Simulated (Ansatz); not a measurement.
YAl$_{2}$:
```
YAl2
1.0
    0.00000     3.92748     3.92748
    3.92748     0.00000     3.92748
    3.92748     3.92748     0.00000
Y Al
2 4
Direct
  0.25000   0.25000   0.25000
  0.00000   0.00000   0.00000
  0.62500   0.12500   0.62500
  0.62500   0.62500   0.62500
  0.12500   0.62500   0.62500
  0.62500   0.62500   0.12500
```

Relaxed with r²SCAN. Special points in fractions of this cell's reciprocal vectors: Γ (0.000, 0.000, 0.000); X (0.500, 0.000, 0.500); U (0.625, 0.250, 0.625); K (0.375, 0.375, 0.750); L (0.500, 0.500, 0.500); W (0.500, 0.250, 0.750).

Q: List the band energies nearest the Fermi level at these points for r²SCAN (plane waves, PAW; program Ansatz).

A: In eV from the Fermi level; about four levels below and three above (degenerate sets whole), none deeper than 8.9 eV; points with the same levels are listed once.

```json
[
 {"k": "Γ", "below": "-2.56 -2.56 -2.56 -2.12 -2.12", "above": "0.82 2.77 2.77 2.77"},
 {"k": "X", "below": "-4.02 -4.02 -3.47 -3.47", "above": "0.09 0.09 0.92 0.92 0.92 0.92"},
 {"k": "U", "below": "-1.73 -0.92 -0.70 -0.04", "above": "0.99 1.02 1.44"},
 {"k": "L", "below": "-1.83 -1.83 -0.17 -0.09 -0.09", "above": "2.03 2.03 2.17"},
 {"k": "W", "below": "-1.78 -1.78 -1.40 -1.40", "above": "0.48 0.48 1.37 1.37"}
]
```

Space group Fd-3m (cubic Laves (MgCu2 type)). The workflow started from a Materials Project entry (that database holds measured and hypothetical structures alike); the Crystallography Open Database copy checked does not list it. Its standing as an ambient phase is unchecked. The cell was relaxed with r²SCAN under the symmetry of its start; whether a distortion lowers the energy is not shown. The run is not spin-polarised. Spin–orbit coupling is left out wherever it is not named.

Potentials: the later of the program's two PAW sets.
